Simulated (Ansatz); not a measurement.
# Two inputs for K2PtC6N6

Cell: a structure deposited in the COD, its atoms then relaxed with PBE in this cell.

Space group P-31m (No. 162); a = 7.3928, c = 6.6613 Å, γ = 120.00°.

```csv
site,Wyckoff,site symmetry,x,y,z
K,2d,3.2,0.3333,0.6667,0.5000
Pt,1a,-3.m,0.0000,0.0000,0.0000
C,6k,..m,0.2230,0.2230,0.1740
N,6k,..m,0.3513,0.3513,0.2751
```

One atom of each set is listed.

Reference run. All values are calculated (Ansatz; DFT, PBE, plane waves and PAW, scalar-relativistic, 420 eV cutoff, Γ-centred 5×5×5 k-points, Fermi–Dirac smearing 0.05 eV), not measured.

Problem. The input is changed as follows: `total_charge`: not typed → 10; `scf.max_iter`: not typed → 100. What happens to V_zz (10²¹ V/m²) and η?

Solution. 

| site | V_zz reference | η reference | V_zz changed | η changed |
| --- | --- | --- | --- | --- |
| K | 0.75 | 0.00 | -0.82 | 0.00 |
| Pt | -0.48 | 0.00 | 5.65 | 0.00 |
| C | -3.97 | 0.08 | -3.58 | 0.07 |
| N | -7.23 | 0.00 | -10.00 | 0.13 |

The largest change of V_zz is on Pt, from -0.48 to 5.65. In per cent, |V_zz| changes by -10 on C, +38 on N (all sites that start above 2). V_zz changes sign on K (same axis), Pt (same axis). The changed cell holds a charge of +10 on a uniform background, so it isn't the neutral crystal. At these positions, which the reference run relaxed to, the changed run has forces up to 8.9 eV/Å, so its atoms aren't at their own equilibrium. The gap no longer holds the Fermi energy in the changed run, so its gradients also hang on the k-mesh and the smearing. The changed input holds a charge that the system can't hold, so its numbers aren't properties of the crystal.

On the reference run: Spin–orbit coupling is left out, which shifts gradients on Pt by a few per cent, and by more where contributions nearly cancel. The database entry as given showed forces above 3 eV/Å or a pressure above 30 GPa, though relaxing it moves no atom far.
